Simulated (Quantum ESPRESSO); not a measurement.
# One change at a time to AlRu2ScW4

Calculated results; nothing here was measured. They come from Quantum ESPRESSO 7.5, a public plane-wave density functional program. Each row is one single-point run on a made-up periodic cell of eight metal atoms, with elements, volume, strain and displacements drawn at random and not relaxed, so a cell may be unstable or far from any real phase. There is no spin polarisation or spin-orbit coupling.

Settings: PBE unless stated; PseudoDojo standard norm-conserving files; Fermi-Dirac width 0.25 eV, which means electrons at about 2900 K; cutoff 1143 eV; 6 x 5 x 4 k mesh shifted half a step off Gamma. E is the free energy of the whole cell (internal energy minus TS), so a -TS column is already part of it. Stress is positive in tension, and the pressure P is minus a third of its trace.

Checks: one run of this series was repeated at a higher cutoff and on a denser mesh, which moved values by no more than 0.004 eV, 0.05 GPa and 0.003 eV/Å, and a second program with other atomic files agreed on it to 2 % rms in force and 0.5 GPa in pressure. Known limits: heavy elements are run without spin-orbit coupling, which real alloys of them have; a spin test at this wide smearing found no moment, but such smearing suppresses magnetism that the real alloy may have.

The lattice is face-centred cubic, and the cell vectors in Å are (1.965, 3.970, 1.990); (2.056, -4.022, 2.003); (2.006, -0.014, -5.986), a volume of 128.18 Å³ in run 1. The elements on sites 1 to 8 are W W W Al Ru W Ru Sc. Each later run makes one change to run 1 and keeps the rest. E is counted from run 1, and is n/a where other atomic files have another zero of energy.

```
run,change,V (Å³),P (GPa),-TS (eV),rms force (eV/Å),largest change of a force component (eV/Å),E (eV)
1,none,128.18,0.07,-1.633,0.476,0.000,0.000
2,sites 1 and 8 exchanged,128.18,0.05,-1.692,0.554,1.350,0.275
3,all lengths scaled by +1.29 %,133.21,-7.65,-1.707,0.453,0.227,?
4,LDA in place of PBE,128.18,-12.08,-1.646,0.457,0.251,n/a
5,Au on site 8,128.18,-5.33,-1.399,0.411,0.844,n/a
6,site 6 moved by -0.20 Å along z,128.18,0.82,-1.645,0.740,1.993,0.270
```

## Worked estimate

Along a uniform scaling dE = -P dV. The mean of the two pressures is -3.790 GPa and the volume changes by 5.03 Å³, with 160.2 GPa to one eV/Å³. The same two rows give -V dP/dV = 201 GPa for this cell with clamped atoms, which is not the bulk modulus of a real alloy.

## Withheld value

Question: what E should run 3 give?

The estimate is 0.119 eV. The calculation gave 0.122 eV. The mean of two end points misses the curvature of P, and the finite cutoff adds a little.
